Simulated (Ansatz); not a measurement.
## Moving the choice of potentials or basis in Fe4Si

```cif
data_structure
_symmetry_space_group_name_H-M 'P 1'
_symmetry_Int_Tables_number 1
_cell_length_a 9.6811
_cell_length_b 9.5879
_cell_length_c 2.5352
_cell_angle_alpha 84.532
_cell_angle_beta 80.357
_cell_angle_gamma 15.111
_cell_volume 58.42
loop_
_atom_site_label
_atom_site_type_symbol
_atom_site_fract_x
_atom_site_fract_y
_atom_site_fract_z
_atom_site_occupancy
Fe1 Fe 0.59407 0.59407 0.40593 1
Fe2 Fe 0.19797 0.19797 0.80203 1
Fe3 Fe 0.80203 0.80203 0.19797 1
Fe4 Fe 0.40593 0.40593 0.59407 1
Si1 Si 0.00000 0.00000 0.00000 1
```

The cell comes from a database or a generator and needn't be the stable form of this composition.

Kept alike: task single point; functional PBEsol; k mesh 11 × 11 × 11; occupations fermi-dirac, width 0.05 eV; collinear spin, ferromagnetic start. Program: Ansatz. Cutoffs run from 420 to 1605 eV. The mesh is that of the run's cell of 5 atoms. No spin-orbit coupling.

```csv
choice of potentials or basis,pressure (GPa),moment of the cell (μB)
Ansatz PAW (files of its older set among them) (made for PBE),-9.21,8.81
Ansatz PAW (made for PBE),-9.20,8.81
JTH PAW (made for PBE),-9.63,8.84
PseudoDojo standard (PBEsol files),-8.26,9.04
PseudoDojo stringent (PBEsol files),-8.92,8.93
```

Pressure is positive in compression, with a Pulay correction for the finite cutoff. For a metal such a mesh leaves the last digits unconverged. The runs hold the magnetic state that their start led to, which needn't be the lowest.

Q: What does the choice of potentials or basis change here?

A: The pressure runs from -9.63 (JTH PAW (made for PBE)) to -8.26 GPa (PseudoDojo standard (PBEsol files)). The moment of the cell runs from 8.81 (Ansatz PAW (files of its older set among them) (made for PBE); Ansatz PAW (made for PBE)) to 9.04 μB (PseudoDojo standard (PBEsol files)).
